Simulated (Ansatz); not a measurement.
## WC: a sublattice moved along a line

Computed with DFT r2SCAN, scalar-relativistic, plane waves, PAW in Ansatz 0.2.0. The runs took a 500 eV cutoff, a Γ-centred 18×18×16 mesh and Gaussian smearing (0.15 eV). Spin–orbit coupling is left out, which can shift energies with elements as heavy as these. No spin polarisation. Energies are free energies at this smearing, counted from the undisturbed cell; pressure is positive in compression.

Zero of the scan (as given, not relaxed at this level; it stands at 4.3 GPa):

```yaml
crystal:
  lattice:
    - [2.90050, 0.00000, 0.00000]
    - [-1.45025, 2.51191, 0.00000]
    - [0.00000, 0.00000, 2.82900]
  atoms:
    - { symbol: W, position: [0.00000, 0.00000, 0.00000] }
    - { symbol: C, position: [0.66667, 0.33333, 0.50000] }
```

Every C atom is moved by x along the Cartesian unit vector (-0.662, -0.382, -0.645); the cell and all other atoms stay fixed. The cell is metallic on the mesh throughout.

```tsv
x (Å)	ΔE (meV/cell)
-0.2000	304.3
-0.1500	170.7
-0.1000	75.9
0.0000	0.0
0.0500	19.4
0.1500	182.2
0.2000	332.5
```

(1) Predict the pressure (GPa) at each point.

Answers

(1)
| x (Å) | pressure (GPa) |
| --- | --- |
| -0.2000 | 11.6 |
| -0.1500 | 8.4 |
| -0.1000 | 6.1 |
| 0.0000 | 4.3 |
| 0.0500 | 4.8 |
| 0.1500 | 8.7 |
| 0.2000 | 12.3 |